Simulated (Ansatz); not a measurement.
Relax this structure to zero stress and force, keeping its symmetry:

```yaml
crystal:
  lattice:
    - [5.21026, 0.00000, 0.00000]
    - [-2.60513, 4.51222, 0.00000]
    - [0.00000, 0.00000, 8.43915]
  atoms:
    - { symbol: Sr, position: [0.00000, 0.00000, 0.25000] }
    - { symbol: Sr, position: [0.00000, 0.00000, 0.75000] }
    - { symbol: Tl, position: [0.33333, 0.66667, 0.45086] }
    - { symbol: Tl, position: [0.66667, 0.33333, 0.95086] }
    - { symbol: Tl, position: [0.33333, 0.66667, 0.04914] }
    - { symbol: Tl, position: [0.66667, 0.33333, 0.54914] }
```

These are results of DFT PBEsol, scalar-relativistic, plane waves, PAW (Ansatz 0.2.0), not measurements.

Settings: cutoff 420 eV, Γ-centred mesh 9×9×4 on the computed 6-atom cell, Gaussian smearing of 0.10 eV; no spin polarisation.

**Question.** What does it relax to?

**Answer.** The volume drops by 2.55 Å³/atom to 30.52 Å³/atom, and the energy falls by 18.4 meV/atom. Final structure:
```yaml
crystal:
  lattice:
    - [5.08613, 0.00000, 0.00000]
    - [-2.54307, 4.40472, 0.00000]
    - [0.00000, 0.00000, 8.17356]
  atoms:
    - { symbol: Sr, position: [0.00000, 0.00000, 0.25000] }
    - { symbol: Sr, position: [0.00000, 0.00000, 0.75000] }
    - { symbol: Tl, position: [0.33333, 0.66667, 0.45175] }
    - { symbol: Tl, position: [0.66667, 0.33333, 0.95175] }
    - { symbol: Tl, position: [0.33333, 0.66667, 0.04825] }
    - { symbol: Tl, position: [0.66667, 0.33333, 0.54825] }
```

Spin–orbit coupling is left out, which can shift energies with elements as heavy as these.

Cost: 1 run of about 1.5 core-minutes, on Arm Neoverse V1 (shared hosts).